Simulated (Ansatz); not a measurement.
## In3GaSbN, before and after

A trial structure of In3GaSbN was built thus: random cell by space group and Wyckoff sites (Cmmm, No. 65). The dimensions are guesses.

start.cif

```cif
data_structure
_symmetry_space_group_name_H-M 'P 1'
_symmetry_Int_Tables_number 1
_cell_length_a 4.9597
_cell_length_b 4.9597
_cell_length_c 6.1876
_cell_angle_alpha 90.000
_cell_angle_beta 90.000
_cell_angle_gamma 103.105
_cell_volume 148.24
loop_
_atom_site_label
_atom_site_type_symbol
_atom_site_fract_x
_atom_site_fract_y
_atom_site_fract_z
_atom_site_occupancy
In1 In 0.24073 0.75927 0.50000 1
In2 In 0.75927 0.24073 0.50000 1
In3 In 0.00000 0.00000 0.00000 1
Ga1 Ga 0.50000 0.50000 0.00000 1
Sb1 Sb 0.50000 0.50000 0.50000 1
N1 N 0.00000 0.00000 0.50000 1
```

All numbers below come from Ansatz 0.2.0, DFT PBE, scalar-relativistic, plane waves, PAW. Cutoff 420 eV, Gaussian smearing, Γ-centred meshes. Cell and atoms relax first on a coarse mesh and then on a finer one. In between, the cell is made exact in the group found at 0.06 Å. In metals the finer mesh still leaves noise of several meV/atom or more. The steps can't lower the symmetry of their start. No spin polarisation.

end.cif

```cif
data_structure
_symmetry_space_group_name_H-M 'P 1'
_symmetry_Int_Tables_number 1
_cell_length_a 6.7813
_cell_length_b 6.7813
_cell_length_c 5.4510
_cell_angle_alpha 90.000
_cell_angle_beta 90.000
_cell_angle_gamma 134.855
_cell_volume 177.70
loop_
_atom_site_label
_atom_site_type_symbol
_atom_site_fract_x
_atom_site_fract_y
_atom_site_fract_z
_atom_site_occupancy
In1 In 0.17577 0.82423 0.50000 1
In2 In 0.82423 0.17577 0.50000 1
In3 In 0.00000 0.00000 0.00000 1
Ga1 Ga 0.50000 0.50000 0.00000 1
Sb1 Sb 0.50000 0.50000 0.50000 1
N1 N 0.00000 0.00000 0.50000 1
```

The symmetry stays Cmmm (No. 65). The volume per atom grows by 19.9 %, from 24.7 to 29.6 Å³. The shortest distance goes from 1.87 Å (In–N) to 2.20 Å (In–N). The energy falls by about 1.9 eV/atom (the start's value is from the coarse mesh).

For In3GaSbN, the volume per atom is 29.62 Å³, the density is 5.14 g/cm³ and the formation energy is +0.51 eV/atom. The gap on the 8×8×8 mesh of the 6-atom cell is 0 eV (a metal).

The zero of energy is the elements' standard structures at the same level (N₂ as a molecule); no fitted shifts are applied. It can't be a ground state, since the elements alone are lower.

The last run used Gaussian smearing of 0.10 eV. These runs have no spin–orbit coupling, which can matter for Sb. A structure relaxed within its symmetry needn't be a true minimum. In all, the 4 runs took 18 min on 1 thread of Intel(R) Xeon(R) Processor @ 2.70GHz, on a shared host. Another cell of In3GaSbN relaxed alike, in P4/mmm, lies 48 meV/atom lower, so this cell isn't the stable form at this level.
